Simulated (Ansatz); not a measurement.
CdO (rock salt)

```xyz
2
Lattice="0.0000 2.3842 2.3842 2.3842 0.0000 2.3842 2.3842 2.3842 0.0000" Properties=species:S:1:pos:R:3 pbc="T T T"
O      0.0000     0.0000     0.0000
Cd     2.3842     2.3842     2.3842
```

This relaxed cell (volume V₀) is scaled evenly in all directions, its shape held. Symmetry pins the atoms to their sites.

Computed with PBE (plane waves to 420 eV, PAW, scalar-relativistic; Ansatz, a first-principles code). k mesh 12×12×12 (Γ-centred), Fermi-Dirac smearing 0.05 eV. Energies are smeared free energies. CdO was relaxed with its symmetry unable to fall. The PAW data are Ansatz's earlier set. The zero of ΔE is the relaxed starting cell. The last digit holds for this mesh only.

| V (Å³/atom) | ΔE (meV/atom) |
|---|---|
| 11.384 | 190.3 |
| 11.818 | 113.4 |
| 12.251 | 59.5 |
| 12.685 | 24.7 |
| 13.119 | 5.8 |
| 13.552 | 0.0 |
| 13.986 | 5.1 |
| 14.420 | 19.3 |
| 14.853 | 41.1 |
| 15.287 | 69.0 |
| 15.721 | 102.2 |

Question: What is the fitted pressure derivative B₀′?

Answer: 4.8.

Question: What bulk modulus B₀ follows from a third-order Birch-Murnaghan fit?

Answer: 126 GPa. Check by three points about V = 13.552 Å³/atom, step 0.867: d²E/dV² ≈ (25 − 2·0 + 19) meV / 0.867² = 0.0585 eV/Å⁶, and V·d²E/dV² × 160.2 = 127 GPa.

(Under strain, the slope of the energy per volume gives the stress and its curvature an elastic modulus.)
